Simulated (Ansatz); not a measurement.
Given:

InTe:
```cif
data_InTe
_chemical_formula_sum 'In1 Te1'
_space_group_name_H-M_alt 'P 1'
_space_group_IT_number 1
_cell_length_a 4.31098
_cell_length_b 4.31098
_cell_length_c 4.31098
_cell_angle_alpha 60.000
_cell_angle_beta 60.000
_cell_angle_gamma 60.000
loop_
_space_group_symop_operation_xyz
  'x, y, z'
loop_
_atom_site_label
_atom_site_type_symbol
_atom_site_fract_x
_atom_site_fract_y
_atom_site_fract_z
_atom_site_occupancy
In1 In 0.00000 0.00000 0.00000 1
Te1 Te 0.50000 0.50000 0.50000 1
```

This is the LDA-relaxed structure.

**Question.** All from plane-wave PAW LDA (Ansatz code), unless another level is named. Predict the Hill bulk and shear moduli.

**Answer.** 52.9 and 17.8 GPa.

**Question.** And the highest zone-centre frequency?

**Answer.** 93 cm^-1.

Space group Fm-3m (rock salt). The first step of the workflow began from a Materials Project structure, measured or hypothetical; the Crystallography Open Database files this formula in space group No. 225, but the cells were not matched. Its standing as an ambient phase is unchecked. The LDA relaxation kept the symmetry of its start; whether a distortion lowers the energy is not shown. As this level gives no gap, shear constants depend on the k-mesh and smearing (Fermi–Dirac, 0.1 eV here). As this level gives no gap, phonon frequencies hold no LO–TO term and depend on the k-mesh and smearing (Fermi–Dirac, 0.1 eV here). Scalar-relativistic: spin–orbit coupling is off unless named, which matters more the heavier the elements.

Potentials: the later of the program's two PAW sets.
